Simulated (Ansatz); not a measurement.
**HfC: do energies and stresses tell the same story?**

Method: DFT r2SCAN, scalar-relativistic, plane waves, PAW in Ansatz.

Cutoff 500 eV; k points 16×16×16 on the computed 2-atom cell (Γ-centred); Gaussian smearing, width 0.10 eV; no spin polarisation.

Relaxed cell: Fm-3m, a = 4.641 Å, b = 4.641 Å, c = 4.641 Å, α = 90.00°, β = 90.00°, γ = 90.00°, 2 atoms in the primitive cell.

Energies at zero smearing and pressures from the stress tensor, at volumes with shape and atoms relaxed:
```
V (Å³/atom) E − E(first) (meV/atom) P (GPa)
     11.744                     0.00    17.06
     12.119                   -28.94     7.90
     12.494                   -37.96    -0.01
     12.868                   -29.77    -6.84
     13.243                    -6.71   -12.74
```

**Question.** Check P = −dE/dV between neighbouring volumes, and get the bulk modulus from the pressures alone.

**Answer.** With 1 eV/Å³ = 160.2 GPa:
```tsv
middle V (Å³/atom)	−ΔE/ΔV (GPa)	mean P (GPa)
11.931	12.372	12.478
12.306	3.855	3.945
12.681	-3.502	-3.425
13.056	-9.858	-9.791
```

The two differ by 0.11 GPa at most. The mean of two end pressures misses the average over a step by about ΔV² P″/12, up to 0.11 GPa here; with that taken off 0.01 GPa remains. Around V = 12.494 Å³/atom, the two neighbours give B = −V ΔP/ΔV = 12.494 × 14.74 / 0.750 = 245.7 GPa, against B0 = 244.7 GPa from the Birch–Murnaghan fit of the energies.

Spin–orbit coupling is left out, which can shift energies with elements as heavy as these.

Cost: 6 runs of about 1.3 core-minutes in all, on Arm Neoverse V2 (shared hosts).